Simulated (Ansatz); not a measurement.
AlNi:
```
AlNi
1.0
    0.00000     2.42831     2.42831
    2.42831     0.00000     2.42831
    2.42831     2.42831     0.00000
Ni Al
1 1
Direct
  0.00000   0.00000   0.00000
  0.50000   0.50000   0.50000
```

Relaxed with PBE.

Which orbitals make up the states near the Fermi level in the program Ansatz at the PBE level (PAW)?

Within 0.5 eV of the Fermi level: Ni 3d 41 %, Al 3p 28 %, Ni 4s 17 %, Al 3s 12 %. Projections are on Löwdin-orthogonalised atomic valence shells; empty p or d shells of many metals are not among them.

Tabulate the density of states.

States/eV per cell of 2 atoms, in 0.25 eV bins, energy from the Fermi level.

```tsv
E (eV)	total	Ni 3d	Al 3p	Al 3s
-7.85	0.29	0.00	0.11	0.10
-7.60	0.31	0.00	0.12	0.11
-7.35	0.33	0.01	0.13	0.12
-7.10	0.35	0.01	0.15	0.12
-6.85	0.38	0.01	0.16	0.13
-6.60	0.40	0.02	0.17	0.14
-6.35	0.43	0.02	0.17	0.16
-6.10	0.46	0.03	0.18	0.17
-5.85	0.50	0.05	0.19	0.19
-5.60	0.56	0.07	0.20	0.22
-5.35	0.64	0.10	0.20	0.28
-5.10	0.73	0.16	0.17	0.33
-4.85	0.84	0.23	0.17	0.37
-4.60	0.81	0.27	0.15	0.34
-4.35	0.38	0.11	0.13	0.11
-4.10	0.44	0.13	0.18	0.09
-3.85	0.64	0.23	0.24	0.11
-3.60	0.96	0.43	0.34	0.13
-3.35	1.85	0.80	0.82	0.15
-3.10	1.89	1.13	0.59	0.12
-2.85	3.38	2.50	0.70	0.08
-2.60	3.41	2.86	0.44	0.04
-2.35	5.29	4.75	0.46	0.02
-2.10	4.28	3.94	0.28	0.01
-1.85	2.63	2.53	0.06	0.00
-1.60	3.49	3.40	0.04	0.01
-1.35	7.63	7.47	0.07	0.04
-1.10	2.66	2.33	0.17	0.05
-0.85	1.53	1.07	0.22	0.02
-0.60	1.37	0.83	0.29	0.07
-0.35	1.12	0.54	0.29	0.08
-0.10	0.81	0.32	0.23	0.09
0.15	0.86	0.31	0.24	0.13
0.40	0.89	0.29	0.28	0.15
0.65	0.82	0.24	0.30	0.14
0.90	0.82	0.21	0.32	0.15
1.15	0.86	0.20	0.36	0.16
1.40	0.88	0.18	0.41	0.16
1.65	0.96	0.16	0.51	0.15
1.90	0.97	0.15	0.54	0.14
2.15	0.94	0.13	0.54	0.13
2.40	0.90	0.12	0.52	0.12
2.65	0.88	0.11	0.52	0.11
2.90	0.83	0.09	0.50	0.10
3.15	0.81	0.08	0.49	0.09
3.40	0.76	0.07	0.46	0.08
3.65	0.73	0.07	0.44	0.07
3.90	0.70	0.06	0.42	0.06
4.15	0.66	0.05	0.39	0.05
4.40	0.62	0.05	0.37	0.04
4.65	0.58	0.04	0.34	0.03
```

Space group Fm-3m (rock salt). The start of the workflow was typed in or built on a structure type; neither database checked (COD, Materials Project) lists it. It is not the phase usual at ambient conditions (space group No. 221). Symmetry was held in the PBE relaxation; its stability against distortions is not shown here. The workflow began spin-polarised and lost its moments.

Potentials: the earlier of the program's two PAW sets.
